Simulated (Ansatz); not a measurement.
Is this IrRh₂ structure a true minimum?

The cell was found from a structure generator's guess, not taken from experiment.

Theory: Ansatz, DFT PBE, scalar-relativistic, plane waves, PAW. Cutoff 420 eV; k points 18×18×4 on the computed 6-atom cell (Γ-centred); Gaussian smearing, width 0.10 eV; no spin polarisation.

The cell below (6 atoms, space group P-3m1 (No. 164)) is relaxed within its symmetry.

```cif
data_structure
_symmetry_space_group_name_H-M 'P 1'
_symmetry_Int_Tables_number 1
_cell_length_a 2.7334
_cell_length_b 2.7334
_cell_length_c 13.2199
_cell_angle_alpha 90.000
_cell_angle_beta 90.000
_cell_angle_gamma 120.000
_cell_volume 85.54
loop_
_atom_site_label
_atom_site_type_symbol
_atom_site_fract_x
_atom_site_fract_y
_atom_site_fract_z
_atom_site_occupancy
Ir1 Ir 0.33333 0.66667 0.41640 1
Ir2 Ir 0.66667 0.33333 0.58360 1
Rh1 Rh 0.33333 0.66667 0.75073 1
Rh2 Rh 0.33333 0.66667 0.08261 1
Rh3 Rh 0.66667 0.33333 0.91739 1
Rh4 Rh 0.66667 0.33333 0.24927 1
```

For the test a repeat of it with 12 atoms (edges 2.73, 4.73, 13.22 Å) was strained at random (σ = 1.5 % a component), the atoms were moved at random (σ = 0.10 Å), and all was relaxed again on a coarse 8×6×2 mesh (in the run’s order of axes) with 0.20 eV smearing, with no symmetry imposed.

These runs have no spin–orbit coupling, which can matter for Ir.

Question: Is the structure stable against such a distortion?

Answer: It returns, within 1 meV/atom of the unmoved cell on that mesh and with the same symmetry when read at 0.1 Å (C2/m at 0.01 Å, so small strains and shifts remain). So it is stable against the distortions that fit this cell and that this random move excites. Modes that don't fit the cell aren't tested.
